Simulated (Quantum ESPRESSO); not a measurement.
```yaml
crystal:
  lattice:
    - [5.49707, 0.00000, 0.00000]
    - [0.00000, 5.49707, 0.00000]
    - [0.00000, 0.00000, 5.49707]
  atoms:
    - { symbol: C, position: [0.00000, 0.00000, 0.00000] }
    - { symbol: C, position: [0.50000, 0.00000, 0.50000] }
    - { symbol: C, position: [0.50000, 0.50000, 0.00000] }
    - { symbol: C, position: [0.00000, 0.50000, 0.50000] }
    - { symbol: O, position: [0.12254, 0.12254, 0.12254] }
    - { symbol: O, position: [0.87746, 0.87746, 0.87746] }
    - { symbol: O, position: [0.37746, 0.87746, 0.62254] }
    - { symbol: O, position: [0.62254, 0.12254, 0.37746] }
    - { symbol: O, position: [0.62254, 0.37746, 0.87746] }
    - { symbol: O, position: [0.37746, 0.62254, 0.12254] }
    - { symbol: O, position: [0.87746, 0.62254, 0.37746] }
    - { symbol: O, position: [0.12254, 0.37746, 0.62254] }
```
The geometry is a computed Materials Project entry, not a measured one. It is CO2 in Pa-3; whether this form has been observed was not checked. Stability against distortions was not tested.

With PBE (σ by GIPAW in a modified build of Quantum ESPRESSO; JTH PAW datasets, 22.5 Ha):

```
quantity         PBE
-------------  -----
σ_iso C (ppm)   39.2
σ_iso O (ppm)  175.9
```

These are absolute shieldings with no macroscopic susceptibility term; δ = σ_ref − σ needs a reference computed alike. By our sweeps, such settings leave a few ppm in absolute σ.

**Question.** What does the LDA, on its own JTH datasets and the same geometry, give?

**Answer.** 
| quantity | LDA | LDA − PBE |
|---|---|---|
| σ_iso C (ppm) | 35.7 | -3.5 |
| σ_iso O (ppm) | 171.7 | -4.2 |
